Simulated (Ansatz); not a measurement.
AlGa₃As₄:
```yaml
crystal:
  lattice:
    - [4.06253, 0.00000, 0.00000]
    - [0.00000, 4.06253, 0.00000]
    - [0.00000, 0.00000, 11.46621]
  atoms:
    - { symbol: Ga, position: [0.00000, 0.00000, 0.74973] }
    - { symbol: As, position: [0.50000, 0.00000, 0.87489] }
    - { symbol: Ga, position: [0.50000, 0.50000, 0.00000] }
    - { symbol: As, position: [0.00000, 0.50000, 0.12511] }
    - { symbol: Ga, position: [0.00000, 0.00000, 0.25027] }
    - { symbol: As, position: [0.50000, 0.00000, 0.37595] }
    - { symbol: Al, position: [0.50000, 0.50000, 0.50000] }
    - { symbol: As, position: [0.00000, 0.50000, 0.62405] }
```

PBE (plane waves, PAW; program Ansatz) gives a gap of 0.53 eV without spin–orbit coupling, maximum at Γ, minimum at Γ.

Problem. What happens when spin–orbit coupling is switched on?

Solution. The gap drops by 0.11 eV, to 0.42 eV; maximum at Γ, minimum at Γ.

Problem. Give the electron effective mass with spin–orbit coupling.

Solution. 0.032, 0.032, 0.034 mₑ (principal values).

Problem. Give the hole effective mass with spin–orbit coupling.

Solution. 0.055, 0.058, 0.40 mₑ (principal values).

Space group P-4m2. The start of the workflow was typed in or built on a structure type; neither database checked (COD, Materials Project) lists it. Whether it is the stable phase at ambient conditions was not checked. The PBE relaxation kept the symmetry of its start; whether a distortion lowers the energy is not shown.

Potentials: the earlier of the program's two PAW sets.
